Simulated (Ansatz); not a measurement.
NbRu:
```
NbRu
1.0
    4.60964     0.00000     0.00000
    0.00000     3.06659     0.00000
   -1.54241     0.00000     6.77841
Nb Ru
3 3
Direct
  0.69050   0.00000   0.32371
  0.30950   0.00000   0.67629
  0.00000   0.00000   0.00000
  0.50000   0.50000   0.00000
  0.20593   0.50000   0.34798
  0.79407   0.50000   0.65202
```

Relaxed with PBE. Special points in fractions of this cell's reciprocal vectors: Γ (0.000, 0.000, 0.000); Z (0.000, 0.500, 0.000); D (0.000, 0.500, 0.500); B (0.000, 0.000, 0.500); A (-0.500, 0.000, 0.500); E (-0.500, 0.500, 0.500); C2 (-0.500, 0.500, 0.000); Y2 (-0.500, 0.000, 0.000).

### Question
List the band energies nearest the Fermi level at these points for DFT-PBE in the program Ansatz with PAW potentials.

### Answer
In eV from the Fermi level; about four levels below and three above (degenerate sets whole), none deeper than 8.9 eV; points with the same levels are listed once.

```json
[
 {"k": "Γ", "below": "-1.43 -1.28 -1.12 -0.18", "above": "0.14 0.30 0.46"},
 {"k": "Z", "below": "-1.33 -1.21 -0.99 -0.82", "above": "0.15 0.57 0.79"},
 {"k": "D", "below": "-1.69 -1.31 -0.36 -0.35", "above": "0.07 0.51 0.64"},
 {"k": "B", "below": "-1.17 -1.00 -0.80 -0.16", "above": "0.20 0.45 0.69"},
 {"k": "A", "below": "-0.58 -0.42 -0.36 -0.32", "above": "0.04 0.64 0.83"},
 {"k": "E", "below": "-1.32 -0.68 -0.50 -0.32", "above": "0.53 0.68 0.70"},
 {"k": "C2", "below": "-1.63 -1.01 -0.63 -0.30", "above": "0.23 0.55 0.61"},
 {"k": "Y2", "below": "-0.98 -0.88 -0.56 -0.27", "above": "0.06 0.32 0.96"}
]
```

Space group P2/m. The start of the workflow was typed in or built on a structure type; neither database checked (COD, Materials Project) lists it. COD files the formula under space group No. 123, 221. Its standing as an ambient phase is unchecked. The cell was relaxed with PBE under the symmetry of its start; whether a distortion lowers the energy is not shown. The run is not spin-polarised. Spin–orbit coupling is left out wherever it is not named.

Potentials: the later of the program's two PAW sets.
